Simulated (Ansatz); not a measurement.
Compressing Cr$_{2}$B: a fit and a missing row

Cr$_{2}$B, I4/mcm, a = 5.085 Å, c = 4.234 Å. The structure is a COD entry; whether it is the stable form wasn't checked. Ansatz: PBEsol, PAW, 420 eV, Γ-centred 12×12×12 mesh on 6 atoms, Gaussian smearing 0.10 eV; no spin polarisation. Shape and atoms are relaxed at each volume; pressure is positive in compression.

```
V (Å³/atom) P (GPa)
      8.030    52.22
      8.304    35.99
      8.578    22.10
      8.851        ?
      9.125     0.00
      9.399    -8.73
      9.673   -16.20
     10.038   -24.49
```

**Question.** Take V0 = 9.125 Å³/atom, fit the third-order Birch–Murnaghan form to the other rows, and predict the missing pressure.

**Answer.** With the Eulerian strain f = ½[(V0/V)^(2/3) − 1] and y = P/[3f(1 + 2f)^(5/2)], the form is the line y = B0 + 1.5 B0 (B0′ − 4) f. Rows (f, y): 0.04448, 316.2; 0.03244, 316.0; 0.02104, 315.8; -0.00977, 312.9; -0.01907, 312.1; -0.03080, 310.7. Means f = 0.006387, y = 313.95; Σ(Δf)² = 0.004637, ΣΔfΔy = 0.3511; the slope is their ratio. y = 313.5 + 75.73 f GPa, so B0 = 313.5 GPa and B0′ = 4 + 2 × (75.73)/(3 × 313.5) = 4.16. At V = 8.851, f = 0.01027, y = 314.28 and P = 10.19 GPa. The run gave 10.19 GPa, the same to the digits shown.

Spin polarisation was left out, and a magnetic state may lie lower.